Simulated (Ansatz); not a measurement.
H in its lowest state found on the top face of a (001) slab of TiAl (P4/mmm (No. 123)), 4 planes, outer planes Ti (top) and Al (bottom); 1 a cell of 7.81 Å², its atoms last:

```yaml
crystal:
  lattice:
    - [2.79516, 0.00000, 0.00000]
    - [0.00000, 2.79516, 0.00000]
    - [0.00000, 0.00000, 25.05811]
  atoms:
    - { symbol: Al, position: [0.50000, 0.50000, 0.33921] }
    - { symbol: Ti, position: [0.00000, 0.00000, 0.41980] }
    - { symbol: Al, position: [0.50000, 0.50000, 0.50103] }
    - { symbol: Ti, position: [0.00000, 0.00000, 0.58068] }
    - { symbol: H, position: [0.50000, 0.50000, 0.61045] }
```

All numbers below come from DFT PBEsol, scalar-relativistic, plane waves, PAW in Ansatz 0.2.0. Settings: cutoff 420 eV, Γ-centred mesh 10×10×1 on the computed 5-atom cell, Gaussian smearing of 0.10 eV; no spin polarisation. The cell repeats along c with a dipole correction in the vacuum.

The clean top face has a work function of 4.60 eV. Adsorption changes the slab's dipole along +c by Δp = +0.0231 e·Å a cell (+0.11 D an adsorbate).

(1) What change of work function does the Helmholtz equation give?

(2) How does that compare with the calculation?

(3) What does the sign say about the electrons?

Results:

(1) A sheet of dipoles makes a step in an electron's potential energy of −e·Δp/(ε0·A), and e/ε0 = 180.95 eV·Å for Δp in e·Å: −180.95 × (0.0231)/7.81 = -0.54 eV. This is the change of φ(top) − φ(bottom). If the bottom face is unmoved, φ(top) becomes 4.06 eV.

(2) φ(top) changes by -0.60 eV and φ(bottom) by -0.06 eV, so their difference changes by -0.54 eV. The slab is thin enough for the adsorbate to shift the Fermi level against the bottom face too.

(3) The change of dipole points out of the surface, so the work function falls. Electrons move towards the slab, or their spill-out is pushed back. Δp also holds the adsorbate's own dipole and the moves of the surface atoms, so it isn't a charge transfer alone.